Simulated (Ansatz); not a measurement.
The cell is a 12-atom cell of CO2 started from a crystallographic database; cell and atoms were relaxed with r2SCAN+rVV10. Space group Pa-3 (No. 205), cubic; a = 5.442 Å in the conventional setting, 13.43 Å³ an atom. C has 2 O at 1.16 Å; O has 1 C at 1.16 Å.

```
CELL_PARAMETERS angstrom
5.44227 0.00000 0.00000
0.00000 5.44227 0.00000
0.00000 0.00000 5.44227
ATOMIC_POSITIONS crystal
C 0.00000 0.00000 0.00000
C 0.50000 0.00000 0.50000
C 0.50000 0.50000 0.00000
C 0.00000 0.50000 0.50000
O 0.12309 0.12309 0.12309
O 0.37691 0.87691 0.62309
O 0.62309 0.37691 0.87691
O 0.87691 0.62309 0.37691
O 0.87691 0.87691 0.87691
O 0.62309 0.12309 0.37691
O 0.37691 0.62309 0.12309
O 0.12309 0.37691 0.62309
```

4 runs of Ansatz 0.2.0 on this cell differ in the functional (and in the settings that go with it). Levels are in eV from each run's valence top; v1 is the last filled band, c1 the first empty one.

Run A, mean stress -0.1 GPa (compression positive):

| point | v2 | v1 | c1 | c2 |
| --- | --- | --- | --- | --- |
| Γ | 0.00 | 0.00 | 8.73 | 10.07 |
| M | -0.35 | -0.35 | 9.97 | 9.97 |
| R | -0.41 | -0.41 | 9.98 | 9.98 |
| X | -0.09 | -0.09 | 9.98 | 9.98 |

Run B, mean stress +0.6 GPa (compression positive):

| point | v2 | v1 | c1 | c2 |
| --- | --- | --- | --- | --- |
| Γ | 0.00 | 0.00 | 7.59 | 8.74 |
| M | -0.33 | -0.33 | 8.68 | 8.68 |
| R | -0.39 | -0.39 | 8.66 | 8.66 |
| X | -0.09 | -0.09 | 8.68 | 8.68 |

Run C, mean stress -0.2 GPa (compression positive):

| point | v2 | v1 | c1 | c2 |
| --- | --- | --- | --- | --- |
| Γ | 0.00 | 0.00 | 9.52 | 10.86 |
| M | -0.36 | -0.36 | 10.76 | 10.76 |
| R | -0.41 | -0.41 | 10.77 | 10.77 |
| X | -0.09 | -0.09 | 10.77 | 10.77 |

Run D, mean stress +5.0 GPa (compression positive):

| point | v2 | v1 | c1 | c2 |
| --- | --- | --- | --- | --- |
| Γ | 0.00 | 0.00 | 6.97 | 8.05 |
| M | -0.33 | -0.33 | 7.98 | 7.98 |
| R | -0.38 | -0.38 | 7.97 | 7.97 |
| X | -0.09 | -0.09 | 7.98 | 7.98 |

Task: Match the runs to PBE, r2SCAN, HSE06, PBE0.

Result: A is HSE06, B is r2SCAN, C is PBE0, D is PBE. In order of the gap: PBE 6.97, r2SCAN 7.59, HSE06 8.73, PBE0 9.52 eV.

Spin-unpolarised throughout; all numbers are computed.

The program warns that its thresholds are loose for a hybrid's stress.

The meshes of the hybrids are coarse, so their gaps aren't converged to the digits shown.
